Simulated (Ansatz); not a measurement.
AgScTe2, ordered on the rocksalt lattice (R-3m) with 4 atoms a cell, relaxed with r2SCAN, was run in the PAW code Ansatz under altered settings. All numbers are computed, without spin polarisation but where a row says otherwise.

```xyz
4
Lattice="2.1060 1.2159 7.0056 -2.1060 1.2159 7.0056 0.0000 -2.4318 7.0056" Properties=species:S:1:pos:R:3 pbc="T T T"
Ag    2.1060    1.2159    7.0056
Sc    0.0000    0.0000   10.5084
Te    0.0000    0.0000    5.1815
Te    0.0000    0.0000   15.8354
```

The base run's other keys:
```yaml
kpoints:
  mp_grid: { grid: [4, 4, 4] }
hamiltonian:
  xc: hse06
scf:
  occupations: { method: fixed }
  n_extra_bands: 5
```

It takes 21 iterations with 2111 plane waves at 420 eV and 13 k points, and leaves a mean stress of -0.03 GPa. The gap over this mesh is 1.085 eV. It ran on 4 threads of Arm Neoverse V1, on a shared host.

Outcomes, with energy and stress as changes against the base:
```tsv
setting	outcome	ΔF (meV/atom)	Δ mean stress (GPa)	gap on the mesh (eV)	iterations	wall time
PBE hybrid, exx coeff 1.5, omega 0.2078 1/Å	refused	–	–	–	–	0.01 s
PBE hybrid, exx coeff 0.3, omega 0.2078 1/Å	converged	–	-0.1	1.261	25	34 s
scf.occupations: methfessel_paxton 0.05	converged	0.0	0.0	1.085	22	30 s
kpoints.mp_grid.grid: [5, 5, 5]	converged	-9.0	-0.1	1.214	22	61 s
```
A dash marks a value that wasn't obtained or can't be compared. Stress is positive in compression. The base took 30 s.

- PBE hybrid, exx coeff 1.5, omega 0.2078 1/Å. The input is refused before any iteration. Error: invalid value for `hamiltonian.xc.exx.coeff`: must be finite and in (0, 1]; got 1.5
- PBE hybrid, exx coeff 0.3, omega 0.2078 1/Å. That is 30 % exact exchange, screened with ω = 0.2078 1/Å, against HSE06's 25 % screened at 0.208 1/Å. The mean stress moves by -0.1 GPa and the gap on the mesh by +0.176 eV (to 1.261). Totals of different functionals aren't comparable.
- kpoints.mp_grid.grid: [5, 5, 5]. The free energy moves by -9.0 meV an atom, the mean stress by -0.1 GPa and the gap on the mesh by +0.129 eV (to 1.214). The gap changes mostly because other points are sampled; a mesh that misses a band edge overestimates it. The difference shows how far the base mesh is converged.

Within 1 meV an atom, 0.1 GPa and 0.005 eV of the base stay: scf.occupations: methfessel_paxton 0.05.

No spin-orbit coupling is included; it can move band edges with weight on the heavy atoms by tenths of an eV.

The program warns that its thresholds are loose for a hybrid's stress.
